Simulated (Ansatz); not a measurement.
# GaN (P6_3mc): G0W0 and the starting functional

```
Ga N
1.0
     3.19000    0.00000    0.00000
    -1.59500    2.76262    0.00000
     0.00000    0.00000    5.18600
Ga N
2 2
Direct
  0.33333 0.66667 0.00000
  0.66667 0.33333 0.50000
  0.33333 0.66667 0.37890
  0.66667 0.33333 0.87890
```

Held fixed (Ansatz):

| Property | Result |
| --- | --- |
| datasets | soft PAW set, first generation |
| k mesh | 6×6×4 |
| empty bands | 442 |
| response cutoff | 180 eV |
| frequencies | plasmon pole, fitted at the program's default frequency |
| q → 0 term | analytic weight of Carrier, Rohra and Görling |
| points solved | Γ |
| band sums | cut at the band count |
| spin-orbit coupling | off |

The gap is read direct at Γ, linearised, between the Kohn-Sham band edges among the points solved. Wave cutoffs: 420, 420 eV in the order of the table.

Q: The orbitals come from PBE, LDA in turn. Does G0W0 narrow the spread of the gaps between these starts?

A: The Kohn-Sham gaps spread over 0.01 eV and the G0W0 gaps over 0.04 eV, so the dependence on the start is small at both levels.

| orbitals | KS gap (eV) | G0W0 gap (eV) |
| --- | --- | --- |
| PBE | 1.92 | 3.04 |
| LDA | 1.93 | 3.08 |

Soft PAW datasets can miss an all-electron G0W0 gap by more than 5 %. The PAW or pseudopotential files were made with PBE. Band sums or response are cut, so the gap isn't at its basis limit. Filled d shells converge slowest, and with PAW files the limit can differ from the all-electron one by tenths of an eV. The gap is read among the points solved; the crystal's band edges can lie elsewhere.
